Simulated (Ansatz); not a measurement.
**The polar optical mode of YP, worked through**

All numbers below come from DFT PBEsol, spin-orbit coupling, plane waves, PAW (Ansatz). Settings: 420 eV plane-wave cutoff, Γ-centred 8×8×8 mesh, fixed occupations. Spin–orbit coupling included, no magnetic order. Phonons by linear response, acoustic sum rule imposed.

The cell is fixed (symmetry leaves no force on the atoms) and stands under 0.0 GPa:
```cif
data_structure
_symmetry_space_group_name_H-M 'F-43m'
_symmetry_Int_Tables_number 216
_cell_length_a 6.2248
_cell_length_b 6.2248
_cell_length_c 6.2248
_cell_angle_alpha 90.000
_cell_angle_beta 90.000
_cell_angle_gamma 90.000
_cell_volume 241.20
loop_
_atom_site_label
_atom_site_type_symbol
_atom_site_symmetry_multiplicity
_atom_site_Wyckoff_symbol
_atom_site_fract_x
_atom_site_fract_y
_atom_site_fract_z
_atom_site_occupancy
Y1 Y 4 a 0.00000 0.00000 0.00000 1
P1 P 4 d 0.25000 0.25000 0.75000 1
```

The cell is the ideal cubic zincblende prototype; whether it is the stable structure of this composition wasn't checked.

Linear response gives ν_TO = 281.2 cm⁻¹, Born charges ±2.878 e (positive on Y) and ε∞ = 7.330. The primitive cell holds 60.300 Å³, and the masses are 88.906 and 30.974 amu.

Q: Find ν_LO and the static dielectric constant.

A: The long-wave field adds a restoring force: ω_LO² − ω_TO² = Z*²e²/(ε_vac ε∞ μV). In these units ν_LO² − ν_TO² = 4.92064×10⁷ Z*²/(μ V ε∞) cm⁻², with μ = m₁m₂/(m₁ + m₂) = 22.971 amu: 40154 cm⁻². So ν_LO = √(281.2² + 40154) = 345.3 cm⁻¹, and the run gives 345.3. Lyddane–Sachs–Teller then gives ε0 = ε∞ (ν_LO/ν_TO)² = 11.05, against 11.05 in the run (it forms both from the same three quantities, so the match checks the arithmetic only). Between ν_TO and ν_LO the dielectric function is negative and an undamped crystal reflects fully: a reststrahlen band from 29.0 to 35.6 μm.

Q: What do the Clausius–Mossotti polarisability and the Szigeti charge come to?

A: With the Lorentz local field, α = (3V/4π)(ε∞ − 1)/(ε∞ + 2) = 9.77 Å³ for the pair, and e_S = 3Z*/(ε∞ + 2) = 0.93 e. The Born charge includes the electrons' response to the dipole's own local field, and e_S takes that enhancement out. The Lorentz field assumes point-like polarisable ions, a poor picture once ε∞ is this large, since the electron clouds then overlap or are shared, so both numbers are formal here.

Q: How strongly does a slow electron couple to the LO mode?

A: For one isotropic parabolic band, Fröhlich's constant is α_F = (1/ε∞ − 1/ε0) √(m* Ry/ħω_LO), with Ry = 13.606 eV, ħω_LO = 42.8 meV and m* in free-electron masses: α_F = 0.0459 × 17.83 × √m* = 0.82 √m*. The band mass isn't part of this run; for m* = 0.1, 0.3 and 1 it gives 0.26, 0.45, 0.82. In weak coupling the polaron lies α_F ħω_LO below the band edge (19 meV at m* = 0.3) with a mass m*(1 + α_F/6); past α_F of about 5 or 6 that expansion fails. A semilocal functional's ε∞ tends to be too large, which taken alone lowers α_F.

Cost: 1 run of about 7.4 core-minutes, on Intel Xeon Processor @ 2.50GHz (Skylake/Cascade Lake) (shared hosts).